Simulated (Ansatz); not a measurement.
## Hf2Pd2Se2Br2O3: changing the dispersion correction

The cell as given:

Space group Immm (No. 71). a = 3.785 Å, b = 5.344 Å, c = 24.568 Å, α = 90.00°, β = 90.00°, γ = 90.00°
```csv
atom,site,symmetry,x,y,z
Hf,4i,mm2,0.0000,0.0000,0.9210
Pd,4i,mm2,0.0000,0.0000,0.6833
Se,4j,mm2,0.5000,0.0000,0.6178
Br,4i,mm2,0.0000,0.0000,0.7866
O,4j,mm2,0.5000,0.0000,0.9012
O,2a,mmm,0.0000,0.0000,0.0000
```

The cell comes from a database or a generator and needn't be the stable form of this composition.

Kept alike: task relaxation of cell and atoms; functional PBE; k mesh 6 × 6 × 6; occupations fermi-dirac, width 0.05 eV; no spin polarisation. Program: Ansatz, Ansatz PAW, cutoff 420 eV. The mesh is that of the run's cell of 11 atoms. No spin-orbit coupling.

| dispersion correction | volume (Å³/atom) |
| --- | --- |
| D3(BJ) | 21.955 |
| D3(BJ)-ATM | 22.007 |
| D4 | 21.895 |

The relaxations keep at least the cell's symmetry (Immm). For a metal such a mesh leaves the last digits unconverged. Relaxations stop with a little pressure left, so the last digits of a volume or edge aren't settled. Ansatz's relaxations hold a Pulay term in the stress (up to 0.2 GPa here).

What does the dispersion correction change here?

The volume runs from 21.895 (D4) to 22.007 Å³/atom (D3(BJ)-ATM).
